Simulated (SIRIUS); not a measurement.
A self-consistent single point of YGe (P2_1/m, 4 atoms in the cell; from Materials Project mp-9971, changed as shown) with SIRIUS.

Method: LDA (PW92), PseudoDojo 0.4 standard norm-conserving LDA (tails mended) pseudopotentials (plane waves; SIRIUS 7.12.0).

The change in words: lattice vector a scaled by 0.98. Reference geometry (Cmcm):
```
YGe
1.0
    2.14128    -5.36220     0.00000
    2.14128     5.36220     0.00000
    0.00000     0.00000     3.95460
Y Ge
2 2
Direct
  0.13861   0.86139   0.25000
  0.86139   0.13861   0.75000
  0.41562   0.58438   0.25000
  0.58438   0.41562   0.75000
```

Reference input (self-consistent single point, DFT, LDA (PW92), plane waves, PseudoDojo 0.4 standard norm-conserving LDA (tails mended) pseudopotentials): parameters.ngridk = 5 5 5; parameters.xc_functionals = [XC_LDA_X, XC_LDA_C_PW]; parameters.gk_cutoff = 8.832 1/bohr; parameters.pw_cutoff = 17.664 1/bohr; parameters.smearing = fermi_dirac; parameters.smearing_width = 0.00367493 Ha; potentials = PseudoDojo 0.4 standard norm-conserving LDA (tails mended) pseudopotentials; parameters.electronic_structure_method = pseudopotential; parameters.num_bands = 30; parameters.num_mag_dims = 0; parameters.num_dft_iter = 100; parameters.energy_tol = 1e-07 Ha. This run's input differs from it in these lines:

```diff
@@ -32,7 +32,7 @@
     "lattice_vectors": [
-      [0.3708531061, -0.9286914955, 0.0],
-      [0.3708531061, 0.9286914955, 0.0],
-      [0.0, 0.0, 0.6849060811]
+      [0.3708530722, -0.9286915876, 0.0],
+      [0.3784215744, 0.9476444771, 0.0],
+      [0.0, 0.0, 0.6988838255]
     ],
-    "lattice_vectors_scale": 10.911147,
+    "lattice_vectors_scale": 10.692923,
     "atom_coordinate_units": "lattice",
```

The program printed (abridged):

```
[find] density tolerance         : 1e-06
[find] total energy tolerance    : 1e-07
[find] iter_solver_tol (initial) : 0.01
[find] iter_solver_tol (target)  : 1e-13
[find] num_dft_iter              : 100
Charges and magnetic moments
--------------------------------------------------------------------------------
total charge          : 50.000000
[find] | SCF iteration   0 out of 100|
[diagonalize] iterative solver tolerance (occupied, empty): 0.01 0.01
[diagonalize] average number of iterations: 2
[find] Charges and magnetic moments
[find] total charge          : 50.000000
[find] Energy
[find] smearing (-TS)                 :      -0.00263679
   [... lines left out ...]

[find] Charges and magnetic moments
[find] total charge          : 50.000000
[find] Energy
[find] smearing (-TS)                 :      -0.00273512
[find] Total energy                   :    -260.32971660 (Ha),    -520.65943320 (Ry)
[find] Free energy (E-TS)             :    -260.33245172 (Ha),    -520.66490345 (Ry)
[find] band gap (eV)                  :       0.00000000
[find] Efermi                         :       0.44158243
[find] iteration : 21, RMS (target) : 8.1894e-07 (1.0000e-06) , energy difference (target) : 3.0494e-09 (1.0000e-07)
[find] bands are converged : true
[find] iterative solver converged : false
[find] converged after 22 SCF iterations!
[find] Charges and magnetic moments
[find] total charge          : 50.000000
[find] Energy
[find] smearing (-TS)                 :      -0.00273512
[find] Total energy                   :    -260.32971660 (Ha),    -520.65943320 (Ry)
[find] Free energy (E-TS)             :    -260.33245172 (Ha),    -520.66490345 (Ry)
[find] band gap (eV)                  :       0.00000000
[find] Efermi                         :       0.44158243
[ground_state] === stress tensor components [kbar] ===
[ground_state] === stress_total ===
[ground_state]    31.087609   15.452224    0.000000
[ground_state]    15.452224   27.967189    0.000000
[ground_state]     0.000000    0.000000   33.730416
[ground_state] ==== total Forces in Ha/bohr =====
[ground_state] atom:    0, force:       0.0011922      0.0012964     -0.0000000
[ground_state] atom:    1, force:      -0.0011922     -0.0012964      0.0000000
[ground_state] atom:    2, force:       0.0003375      0.0001185      0.0000000
[ground_state] atom:    3, force:      -0.0003375     -0.0001185     -0.0000000
```

The run converged in 22 iterations. SIRIUS prints the stress tensor with tension positive. Against the reference run the free energy goes down by 8.2 meV/atom, the pressure goes from -4.67 to -3.09 GPa and the largest force goes from 0.085 to 0.091 eV/Å.

The structure comes from a collection of computed structures, made at another level of theory; the collection holds predicted forms beside known ones. No clean gap shows at this smearing width and mesh (spacing up to 0.32 Å⁻¹); the mesh is coarse for partly filled bands, so the values carry mesh errors.

Cost on one core: around 3 core-minutes (rough).

“Tails mended”: in these copies of the files the far tail of each local potential was reset to the Coulomb form.
